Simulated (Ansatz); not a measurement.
VPt₂ in space group Immm (No. 71; V on 2a, Pt on 4i) under volume change, DFT-LDA in the program Ansatz with PAW potentials, shape and atoms relaxed at each volume.

```json
[
 {"V (Å³/atom)": "12.637", "E − E(relaxed) (meV/atom)": "124.9", "P (GPa)": "35.14"},
 {"V (Å³/atom)": "13.053", "E − E(relaxed) (meV/atom)": "52.1", "P (GPa)": "21.30"},
 {"V (Å³/atom)": "13.470", "E − E(relaxed) (meV/atom)": "12.2", "P (GPa)": "9.71"},
 {"V (Å³/atom)": "13.886", "E − E(relaxed) (meV/atom)": "0.0", "P (GPa)": "0.00"},
 {"V (Å³/atom)": "14.303", "E − E(relaxed) (meV/atom)": "10.9", "P (GPa)": "-8.11"},
 {"V (Å³/atom)": "14.720", "E − E(relaxed) (meV/atom)": "41.0", "P (GPa)": "-14.88"},
 {"V (Å³/atom)": "15.136", "E − E(relaxed) (meV/atom)": "87.2", "P (GPa)": "-20.49"}
]
```

Q: What does a third-order Birch–Murnaghan fit give for V₀, B₀ and B′?

A: V₀ = 13.89 Å³/atom, B₀ = 295 GPa, B′ = 5.0.

The first step of the workflow began from a Materials Project structure, measured or hypothetical; the Crystallography Open Database files this formula in space group No. 71, but the cells were not matched. Whether it is the stable phase at ambient conditions was not checked. The LDA relaxation kept the symmetry of its start; its stability against distortions is not shown here. No spin polarisation was allowed. Scalar-relativistic: spin–orbit coupling is off unless named, which matters more the heavier the elements.

Potentials: the later of the program's two PAW sets.
